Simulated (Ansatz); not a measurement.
OsN₂ in space group Pnnm (No. 58; Os on 2a, N on 4g), the program Ansatz at the LDA level (PAW), all energies at zero smearing, with the estimated change up to a 700 eV cutoff added, with one set of potentials and settings (totals compare only within such a set). Cell of 6 atoms (2 Os, 4 N): -23730.748 eV.

| element | reference phase | E (eV/atom) |
|---|---|---|
| Os | P6_3/mmc, 2 atoms in the cell | -11118.4911 |
| N | P4_2/mnm, 4 atoms in the cell | -373.6497 |

Formation energy per atom, worked out: (-23730.748 − 2×(-11118.4911) − 4×(-373.6497))/6 = 0.139 eV/atom (13 kJ per mol of atoms), at 0 K, without zero-point energy or fitted corrections.

The first step of the workflow began from a Materials Project structure, measured or hypothetical; the Crystallography Open Database copy checked does not list it. Whether it is the stable phase at ambient conditions was not checked. Symmetry was held in the LDA relaxation; its stability against distortions is not shown here. No spin polarisation was allowed. The references are the lowest solids computed at this level, not always the standard phases (solids in place of the gases). Scalar-relativistic: spin–orbit coupling is off unless named, which matters more the heavier the elements.

Potentials: the later of the program's two PAW sets.
